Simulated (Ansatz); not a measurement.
Data:

KCl (rock salt)

```
KCl
1.0
    0.00000     6.38117     6.38117
    3.19058     3.19058     6.38117
    3.19058     3.19058     0.00000
Cl K
2 2
Direct
  0.00000   0.00000   0.00000
  0.50000   0.00000   0.00000
  0.00000   0.50000   0.50000
  0.50000   0.50000   0.50000
```

A phonon eigenvector at X = (0.5, 0.5, 0.0) is frozen into this cell: atom i moves by Q times the vector below, so Q is the largest atomic displacement, in Å. The cell is held. It is one choice among 2 degenerate patterns. (q is in reciprocal vectors of the primitive cell; the cell shown is doubled to hold the pattern.)

```csv
atom,x,y,z
Cl1,0.000,0.962,0.000
Cl2,0.000,-0.962,0.000
K3,0.000,-1.000,0.000
K4,0.000,1.000,0.000
```

The numbers are results of PBE (plane waves to 420 eV, PAW, scalar-relativistic; Ansatz, an electronic-structure program), not measurements. k mesh 9×9×9 (Γ-centred), Fermi-Dirac smearing 0.05 eV. Energies are smeared free energies. KCl was relaxed with its symmetry unable to fall. The zero of ΔE is the undisplaced structure.

The scan covers Q from -0.280 to 0.280 Å in 13 points.

**Question.** Which space group does the distorted structure have?

**Answer.** Cmcm (No. 63), lowered from Fm-3m.

**Question.** What is the energy change at Q = 0.280 Å?

**Answer.** 76.4 meV/cell.

**Question.** What harmonic wavenumber does the curvature at Q = 0 give?

**Answer.** 60 cm⁻¹.

(For displaced atoms, the force is minus the slope of the energy, and its curvature is a force constant, which sets phonon frequencies.)
